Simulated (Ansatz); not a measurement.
ZnCu (CsCl type)

```yaml
crystal:
  lattice:
    - [2.96382, 0.00000, 0.00000]
    - [0.00000, 2.96382, 0.00000]
    - [0.00000, 0.00000, 2.96382]
  atoms:
    - { symbol: Zn, position: [0.50000, 0.50000, 0.50000] }
    - { symbol: Cu, position: [0.00000, 0.00000, 0.00000] }
```

The slice is a {110} plane (indices of the conventional cell) through the point (0.000, 0.000, 0.000) (fractional), spanned by u = [100] and v = [011] in vectors of this cell: u (2.96 Å) and v (4.19 Å, at 90° to u). It covers one period; positions are fractions (u, v).

The numbers are results of PBE (plane waves to 420 eV, PAW, scalar-relativistic; Ansatz, an electronic-structure program), not measurements. k mesh 16×16×16. Inside the PAW spheres the values are not all-electron values, and peaks at nuclei hang on which shells count as valence. ZnCu is run without spin polarisation. ZnCu was relaxed with its symmetry unable to fall.

Three fields on this plane, each scaled to ten steps between its own extremes (0 low, 9 high; the total valence density on a logarithmic scale, the potential cut 8 eV below its top; x marks points blanked near nuclei; v = 0 in the bottom row):

Map A
```
|xxxxx71017xxxx|
|xxxxx51015xxxx|
|xxxx9410149xxx|
|xxx964333469xx|
|98765678765678|
|33459xxxxx9543|
|0138xxxxxxx831|
|015xxxxxxxxx51|
|016xxxxxxxxx61|
|017xxxxxxxxx71|
|016xxxxxxxxx61|
|015xxxxxxxxx51|
|0138xxxxxxx831|
|33459xxxxx9543|
|98765678765678|
|xxx964333469xx|
|xxxx9410149xxx|
|xxxxx51015xxxx|
|xxxxx71017xxxx|
|xxxxx82028xxxx|
```

Map B
```
|xxxxx38983xxxx|
|xxxxx48984xxxx|
|xxxx1689861xxx|
|xxx045666540xx|
|12343310133432|
|76530xxxxx0356|
|9850xxxxxxx058|
|974xxxxxxxxx47|
|972xxxxxxxxx27|
|871xxxxxxxxx17|
|972xxxxxxxxx27|
|974xxxxxxxxx47|
|9850xxxxxxx058|
|76530xxxxx0356|
|12343310133432|
|xxx045666540xx|
|xxxx1689861xxx|
|xxxxx48984xxxx|
|xxxxx38983xxxx|
|xxxxx28982xxxx|
```

Map C
```
|xxxxx04740xxxx|
|xxxxx16861xxxx|
|xxxx1489841xxx|
|xxx147777741xx|
|01256433346521|
|56753xxxxx3576|
|9963xxxxxxx369|
|983xxxxxxxxx38|
|962xxxxxxxxx26|
|962xxxxxxxxx26|
|962xxxxxxxxx26|
|983xxxxxxxxx38|
|9963xxxxxxx369|
|56753xxxxx3576|
|01256433346521|
|xxx147777741xx|
|xxxx1489841xxx|
|xxxxx16861xxxx|
|xxxxx04740xxxx|
|xxxxx03630xxxx|
```

**Question.** Assign the maps to these fields: electron localisation function (ELF); valence electron density; electrostatic potential energy of an electron, from the cell's mean.

**Answer.** A is the valence electron density; B is the electrostatic potential energy of an electron, from the cell's mean; C is the electron localisation function (ELF).
